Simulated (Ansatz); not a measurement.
Trial structure of In2S, not yet relaxed:

```cif
data_structure
_symmetry_space_group_name_H-M 'P-3m1'
_symmetry_Int_Tables_number 164
_cell_length_a 4.2758
_cell_length_b 4.2758
_cell_length_c 5.7752
_cell_angle_alpha 90.000
_cell_angle_beta 90.000
_cell_angle_gamma 120.000
_cell_volume 91.44
loop_
_atom_site_label
_atom_site_type_symbol
_atom_site_symmetry_multiplicity
_atom_site_Wyckoff_symbol
_atom_site_fract_x
_atom_site_fract_y
_atom_site_fract_z
_atom_site_occupancy
In1 In 2 d 0.33333 0.66667 0.40000 1
S1 S 1 a 0.00000 0.00000 0.00000 1
```

These are results of Ansatz, DFT PBE, scalar-relativistic, plane waves, PAW, not measurements. Cutoff 420 eV; k points 6×6×4 on the computed 3-atom cell (Γ-centred); Gaussian smearing, width 0.10 eV; no spin polarisation.

Energies over the elements count from the elements' standard structures at the same level, with no fitted energy shifts.

Question: What does a single point on this coarse mesh give?

Answer: The pressure is -0.9 GPa (the mean over three directions, positive in compression), the largest force is 2.67 eV/Å, and the energy is +0.41 eV/atom against the elements. The shortest distance is 2.73 Å.

Question: Is it a good guess?

Answer: A rough one: relaxing gains about 0.70 eV/atom (the start's value is from the coarse mesh, so the gain is rough) in 13 ionic steps and ends at −0.30 eV/atom on the finer mesh. The symmetry stays P-3m1 (No. 164). The end has the anti-cadmium iodide type. The volume per atom shrinks by 11.9 %, from 30.5 to 26.9 Å³. The shortest distance goes from 2.73 Å (In–In) to 2.87 Å (In–S). Conventional cell: a = 4.056 Å, c = 5.653 Å. In has 3 S at 2.87 Å and 3 In at 3.31 Å; around S lie 6 In at 2.87 Å.

The last run used a 12×12×10 mesh (in the run's order of axes) for its 3-atom cell and Gaussian smearing of 0.10 eV. The reference form of S is held partly by dispersion forces, which this level lacks. The relaxation can't lower the symmetry of the start, and the grade says only how near the guess is to its own end. A later test with randomly moved atoms ended 2 meV/atom lower on a coarse mesh, in C2/m at a loose tolerance, which is no clear verdict on its stability.
